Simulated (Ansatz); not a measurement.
Here is the system:

KCl:
```cif
data_ClK
_chemical_formula_sum 'K1 Cl1'
_space_group_name_H-M_alt 'P 1'
_space_group_IT_number 1
_cell_length_a 4.44986
_cell_length_b 4.44986
_cell_length_c 4.44986
_cell_angle_alpha 60.000
_cell_angle_beta 60.000
_cell_angle_gamma 60.000
loop_
_space_group_symop_operation_xyz
  'x, y, z'
loop_
_atom_site_label
_atom_site_type_symbol
_atom_site_fract_x
_atom_site_fract_y
_atom_site_fract_z
_atom_site_occupancy
K1 K 0.00000 0.00000 0.00000 1
Cl1 Cl 0.50000 0.50000 0.50000 1
```

This is the r²SCAN-relaxed structure.

Question: All from plane-wave PAW r²SCAN (Ansatz code), unless another level is named. Estimate the bulk modulus (Birch–Murnaghan fit).

Answer: 19.1 GPa.

Question: Next, the vibrational entropy at 300 K?

Answer: 41.1 J/(K·mol of atoms).

Space group Fm-3m (rock salt). The cell was relaxed with r²SCAN under the symmetry of its start; phonons on a q-mesh show no instability.

Potentials: the later of the program's two PAW sets.
